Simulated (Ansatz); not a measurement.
Data:

AlGaN₂:
Space group P3m1 (No. 156); a = b = 3.1441 Å, c = 10.1775 Å, α = β = 90.00°, γ = 120.00°

```tsv
atom	site	symmetry	x	y	z
Ga	1b	3m.	0.3333	0.6667	0.0040
N	1b	3m.	0.3333	0.6667	0.1963
Ga	1c	3m.	0.6667	0.3333	0.2602
N	1c	3m.	0.6667	0.3333	0.4532
Al	1b	3m.	0.3333	0.6667	0.5098
N	1b	3m.	0.3333	0.6667	0.6959
Al	1c	3m.	0.6667	0.3333	0.7533
N	1c	3m.	0.6667	0.3333	0.9394
```

This is the r²SCAN-relaxed structure.

Problem. All from the program Ansatz at the r²SCAN level (PAW), unless another level is named. Predict the electron effective mass with spin–orbit coupling.

Solution. 0.25 mₑ (isotropic).

Problem. Predict the gap with spin–orbit coupling.

Solution. 3.26 eV.

Problem. What about the formation energy from the elements (no fitted shifts)?

Solution. -1.13 eV/atom.

The start of the workflow was typed in or built on a structure type; the Crystallography Open Database copy checked does not list it. Its standing as an ambient phase is unchecked. The r²SCAN relaxation kept the symmetry of its start; whether a distortion lowers the energy is not shown. The references are the lowest solids computed at this level, not always the standard phases (solids in place of the gases). Scalar-relativistic: spin–orbit coupling is off unless named, which matters more the heavier the elements.

Potentials: the earlier of the program's two PAW sets.
